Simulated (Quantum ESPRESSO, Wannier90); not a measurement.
# Wannier functions of CoSn (P6/mmm)

```xyz
6
Lattice="5.2460 0.0000 0.0000 -2.6230 4.5432 0.0000 0.0000 0.0000 4.1876" Properties=species:S:1:pos:R:3 pbc="T T T"
Co    -1.3115     2.2716     0.0000
Co     2.6230     0.0000     0.0000
Co     1.3115     2.2716     0.0000
Sn    -2.6230     1.5144     2.0938
Sn     2.6230    -1.5144     2.0938
Sn     0.0000     0.0000     0.0000
```

Structure: Materials Project mp-20536, symmetrised, not relaxed again. Not found in the COD (Crystallography Open Database) copy used; not checked further. Method: PBEsol plane waves in Quantum ESPRESSO 7.5 (PseudoDojo norm-conserving files, 77 Ry, no spin polarisation, no spin-orbit coupling), Bloch states on a 4×4×6 mesh through Γ, Wannier90 4.0.1. Density: 12×12×10 mesh, cold smearing 0.01 Ry. A non-magnetic state is assumed; magnetic ones were not tried. Spin-orbit coupling is left out although heavy elements are present.

A tight-binding model is made by disentanglement and projection with no localisation steps (num_iter = 0), so the 39 orbitals stay atom-like: hydrogen-like Co: s;p;d; Sn: s;p, axes along x, y, z; frozen window up to 1.50 eV relative to the Fermi level. It follows pw.x to 26 meV rms for states up to 1.0 eV relative to the Fermi level. Matrix elements depend on this choice of orbitals and windows.

Which pairs of orbitals on different sites are coupled most strongly? Give distance, modulus and how many such pairs a cell has.


```
orbital  orbital  distance of the centres (Å)  modulus (eV)  pairs
-------  -------  ---------------------------  ------------  -----
Co px      Sn px                         2.62          3.27      2
Co px      Co px                         2.62          2.53      2
Co py      Sn py                         2.62          2.42      4
Co px       Sn s                         2.62          2.19      2
Co pz       Sn s                         2.58          2.08     12
Co s       Sn px                         2.62          2.07      2
Co py       Sn s                         2.62          1.90      4
Sn py      Sn py                         3.48          1.87      1
Co py      Co py                         2.62          1.82      4
Co pz      Sn pz                         2.58          1.79     12
Co s       Sn py                         2.62          1.79      4
Co pz      Sn py                         2.72          1.77      4
Co s       Sn pz                         2.58          1.72     12
Co px       Co s                         2.62          1.63      4
Co pz      Sn px                         2.66          1.54      8
Co py      Sn pz                         2.58          1.48      4
Co py      Sn px                         2.62          1.48      4
Co px      Sn py                         2.62          1.48      4
Co py       Co s                         2.62          1.43      4
Co py       Co s                         2.62          1.38      4
Co px      Sn pz                         2.59          1.28      8
Sn px      Sn py                         3.03          1.26      4
Co px      Co py                         2.62          1.25      8
Co s        Sn s                         2.58          1.20     12
Sn px      Sn px                         3.27          1.14      2
Co s       Sn py                         2.72          1.14      4
Co px       Sn s                         2.62          1.10      4
Co py       Sn s                         2.58          1.08      4
Sn py       Sn s                         3.25          1.08      2
Co s        Sn s                         2.62          1.04      6
```
